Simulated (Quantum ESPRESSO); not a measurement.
# Planted mistakes on one cell of Ga3GeCN3

The results below are calculated, not measured. They come from pw.x of Quantum ESPRESSO 7.5, a plane-wave density functional program, with PseudoDojo standard norm-conserving files (v0.5 for PBE, v0.4.1 for LDA and PBEsol). The cells are made up: elements, strain and atom displacements were drawn at random, and nothing was relaxed. There is no spin polarisation, spin-orbit coupling or dispersion term.

The cell has 8 sites of a wurtzite lattice (rectangular cell). Sites 1 to 4 hold Ga Ga Ge Ga; sites 5 to 8 hold C N N N. Cell vectors in Å: (3.207, 0.000, 0.000); (0.000, 5.555, 0.000); (0.000, 0.000, 5.237). Settings: PBE, cutoff 1143 eV, 5 x 4 x 4 k mesh shifted by half a step, Fermi-Dirac smearing of 0.025 eV.

The intended run has a self-consistency threshold of 1e-07 eV, a smearing term of 0.000 eV, a pressure of 3.79 GPa and 13 iterations. Each further run changes one thing: all lengths scaled by 1.0173; atoms of sites 4 and 6 exchanged; k mesh 2 x 2 x 2; one electron removed; threshold 0.5 eV. A coarse mesh keeps the shift, and a charged cell sits in a uniform background.

```
run,change of free energy (eV),smearing term -TS (eV),change of P (GPa),largest change of a force component (eV/Å),iterations
A,8.686,-0.002,19.88,10.478,13
B,0.020,0.000,-8.55,0.110,13
C,-0.922,0.000,-0.73,0.094,13
D,-10.433,-0.002,-26.88,0.680,13
E,0.027,0.000,2.44,0.529,4
```

A rerun of the intended cell at 1437 eV and k mesh 7 x 6 x 6 moved values by no more than 0.012 eV in the cell's energy, 0.08 GPa in stress and 0.006 eV/Å in force.

Question: which change belongs to which run?

## Worked reading

Run E has the fewest iterations, as a run stopped early does. Run B changes the volume by a factor of 1.0528; minus its pressure change over the logarithm of that factor, 166 GPa, is a rough bulk modulus with clamped atoms. Energies from files of another functional, or of a charged cell, have another zero and say nothing on stability; the pressure of a charged cell rests on the program's zero of potential too.

## Key

| run | change |
| --- | --- |
| A | atoms of sites 4 and 6 exchanged |
| B | all lengths scaled by 1.0173 |
| C | k mesh 2 x 2 x 2 |
| D | one electron removed |
| E | threshold 0.5 eV |